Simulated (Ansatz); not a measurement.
The cell is Bi2Se3 (tetradymite); cell and atoms were relaxed with r2SCAN+rVV10. Around Bi lie 6 Se at 2.85–3.07 Å; around Se lie 3 Bi at 2.85 Å; around Se lie 6 Bi at 3.07 Å.

Space group R-3m:H (No. 166). a = 4.142 Å, b = 4.142 Å, c = 29.263 Å, α = 90.00°, β = 90.00°, γ = 120.00°

| atom | site | symmetry | x | y | z |
| --- | --- | --- | --- | --- | --- |
| Bi | 6c | 3m | 0.6667 | 0.3333 | 0.7327 |
| Se | 6c | 3m | 0.3333 | 0.6667 | 0.8808 |
| Se | 3a | -3m | 0.0000 | 0.0000 | 0.0000 |

3 runs of Ansatz 0.2.0 on this cell differ in the functional (and in the settings that go with it). Levels are in eV from each run's valence top; v1 is the last filled band, c1 the first empty one.

Run A, mean stress +0.1 GPa (compression positive):
```tsv
point	v4	v3	v2	v1	c1	c2
Γ	-2.01	-1.38	-1.38	0.00	1.35	2.60
T	-1.52	-1.52	-1.41	-0.45	1.66	2.84
H₂	-3.02	-2.08	-1.19	-0.79	2.86	3.56
L	-3.21	-2.27	-1.45	-0.66	2.03	3.21
S₀	-3.32	-2.00	-1.28	-0.80	2.88	3.83
F	-2.12	-1.95	-1.78	-1.16	2.49	3.17
```

Run B, mean stress +0.1 GPa (compression positive):
```tsv
point	v4	v3	v2	v1	c1	c2
Γ	-1.94	-1.34	-1.34	0.00	0.79	2.01
T	-1.47	-1.47	-1.38	-0.42	1.08	2.24
H₂	-2.90	-1.99	-1.13	-0.75	2.27	2.94
L	-3.09	-2.19	-1.40	-0.63	1.45	2.60
S₀	-3.20	-1.92	-1.20	-0.76	2.29	3.19
F	-2.04	-1.89	-1.72	-1.12	1.90	2.56
```

Run C, mean stress +1.6 GPa (compression positive):
```tsv
point	v4	v3	v2	v1	c1	c2
Γ	-1.75	-1.17	-1.17	0.00	0.54	1.77
T	-1.39	-1.30	-1.30	-0.40	0.86	2.00
H₂	-2.68	-1.83	-1.02	-0.68	1.99	2.63
L	-2.87	-2.00	-1.23	-0.58	1.19	2.33
S₀	-2.94	-1.76	-1.11	-0.68	2.01	2.87
F	-1.91	-1.74	-1.53	-1.03	1.65	2.29
```

Q: Match the runs to HSE06, DDH-PBE0, PBE0.

A: A is PBE0, B is HSE06, C is DDH-PBE0. In order of the gap: DDH-PBE0 0.54, HSE06 0.79, PBE0 1.35 eV.

Calculated for a static, non-magnetic cell.

Spin-orbit coupling is left out; in compounds of Pb, Bi, Tl or Hg it can lower a gap by up to about 1 eV, split its edges or invert the bands.

The stress of a hybrid is loosely converged in these runs.
